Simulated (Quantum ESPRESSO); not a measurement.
## Band energies of PtSe$_{2}$ monolayer

```
PtSe2
1.0
    3.70996     0.00000     0.00000
   -1.85498     3.21292     0.00000
    0.00000     0.00000    15.60000
Se Pt
2 1
Direct
  0.66667   0.33333   0.91531
  0.33333   0.66667   0.08469
  0.00000   0.00000   0.00000
```

PBE (stringent potentials; pw.x of Quantum ESPRESSO, ONCV potentials, no spin-orbit coupling); path ΓMKΓ; energies in eV from the valence-band maximum.

| k (1/Å) | point | band 29 | band 30 | band 31 | band 32 | band 33 | band 34 | band 35 | band 36 |
|---|---|---|---|---|---|---|---|---|---|
| 0.00 | Γ | -2.86 | -1.29 | -0.66 | 0.00 | 0.00 | 2.97 | 2.97 | 4.59 |
| 0.11 |  | -2.89 | -1.40 | -0.60 | -0.03 | 0.00 | 2.72 | 2.91 | 4.72 |
| 0.22 |  | -2.95 | -1.68 | -0.44 | -0.10 | -0.01 | 2.18 | 2.78 | 5.06 |
| 0.33 |  | -3.03 | -1.98 | -0.28 | -0.20 | -0.07 | 1.64 | 2.65 | 5.49 |
| 0.43 |  | -3.08 | -2.18 | -0.42 | -0.24 | -0.23 | 1.37 | 2.56 | 5.77 |
| 0.54 |  | -3.06 | -2.28 | -0.86 | -0.49 | -0.38 | 1.49 | 2.56 | 5.34 |
| 0.65 |  | -2.95 | -2.31 | -1.40 | -0.83 | -0.61 | 1.79 | 2.59 | 4.98 |
| 0.76 |  | -2.74 | -2.25 | -1.89 | -1.21 | -0.91 | 2.11 | 2.65 | 4.77 |
| 0.87 |  | -2.48 | -2.22 | -2.10 | -1.58 | -1.25 | 2.33 | 2.69 | 4.69 |
| 0.98 | M | -2.32 | -2.30 | -1.95 | -1.80 | -1.46 | 2.41 | 2.70 | 4.68 |
| 1.09 |  | -2.57 | -2.31 | -2.23 | -1.41 | -1.41 | 2.39 | 2.51 | 4.82 |
| 1.20 |  | -3.14 | -2.31 | -2.31 | -1.30 | -1.08 | 2.11 | 2.31 | 5.21 |
| 1.32 |  | -3.50 | -2.39 | -2.30 | -1.19 | -0.91 | 1.78 | 2.17 | 5.68 |
| 1.43 |  | -3.47 | -2.48 | -2.29 | -1.10 | -0.88 | 1.67 | 1.98 | 5.98 |
| 1.54 | K | -3.47 | -2.52 | -2.30 | -0.97 | -0.97 | 1.78 | 1.78 | 6.05 |
| 1.64 |  | -3.46 | -2.48 | -2.27 | -1.13 | -0.82 | 1.64 | 1.96 | 6.04 |
| 1.73 |  | -3.51 | -2.35 | -2.16 | -1.32 | -0.64 | 1.55 | 2.13 | 6.03 |
| 1.82 |  | -3.59 | -2.21 | -1.95 | -1.42 | -0.45 | 1.50 | 2.23 | 6.04 |
| 1.92 |  | -3.67 | -2.18 | -1.65 | -1.30 | -0.28 | 1.51 | 2.20 | 6.10 |
| 2.01 |  | -3.71 | -2.24 | -1.29 | -1.01 | -0.15 | 1.58 | 2.05 | 6.19 |
| 2.11 |  | -3.59 | -2.26 | -0.90 | -0.70 | -0.08 | 1.74 | 1.85 | 6.32 |
| 2.20 |  | -3.44 | -2.21 | -0.51 | -0.45 | -0.08 | 1.69 | 1.98 | 6.12 |
| 2.29 |  | -3.28 | -2.09 | -0.27 | -0.24 | -0.14 | 1.70 | 2.27 | 5.71 |
| 2.39 |  | -3.10 | -1.87 | -0.33 | -0.15 | -0.05 | 1.95 | 2.56 | 5.32 |
| 2.48 |  | -2.95 | -1.60 | -0.49 | -0.08 | 0.00 | 2.37 | 2.78 | 4.96 |
| 2.67 | Γ | -2.86 | -1.29 | -0.66 | 0.00 | 0.00 | 2.97 | 2.97 | 4.59 |

The PBE gap is indirect, 1.37 eV, from 11 % of the way from Γ to M to 44 % of the way from Γ to M; the smallest direct gap is 1.59 eV. The valence-band maximum lies 5.66 eV below the vacuum level.

Spin-orbit coupling is left out, which matters for elements this heavy: edges can move by tenths of an eV.

Geometry relaxed with PBE+D3(BJ).
